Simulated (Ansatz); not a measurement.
Sn (beta-Sn type, space group I4_1/amd)

```cif
data_Sn4
_chemical_formula_sum 'Sn4'
_space_group_name_H-M_alt 'I41/amd :1'
_space_group_IT_number 141
_space_group_name_Hall 'I 4bw 2bw -1bw'
_cell_length_a 5.94700
_cell_length_b 5.94700
_cell_length_c 3.21230
_cell_angle_alpha 90.000
_cell_angle_beta 90.000
_cell_angle_gamma 90.000
loop_
_atom_site_label
_atom_site_type_symbol
_atom_site_symmetry_multiplicity
_atom_site_Wyckoff_symbol
_atom_site_fract_x
_atom_site_fract_y
_atom_site_fract_z
_atom_site_occupancy
Sn1 Sn 4 a 0.00000 0.00000 0.00000 1
```
(The calculation used a cell of 2 atoms; values per cell refer to that cell.)

Equation-of-state scan: isotropic scaling of the cell above, V₀ being its volume. Symmetry pins the atoms to their sites.

Method: PBE (plane waves to 420 eV, PAW, scalar-relativistic; Ansatz, a first-principles code). k mesh 16×16×16 (Γ-centred), Fermi-Dirac smearing 0.05 eV. Energies are smeared free energies. Compression counts positive. With the shape held, the modulus is that of even scaling; a crystal free to change shape is softer. Sn was relaxed with its symmetry unable to fall. ΔE is measured from the relaxed starting cell.

The scan covers V/V₀ from 0.840 to 1.160 in 11 points.

### Question
What is the fitted pressure derivative B₀′?

### Answer
4.8.

### Question
What bulk modulus at fixed cell shape B₀ follows from a third-order Birch-Murnaghan fit?

### Answer
47.5 GPa.

(A scan under strain: stresses follow from slopes of the energy per volume, elastic moduli from its curvatures.)
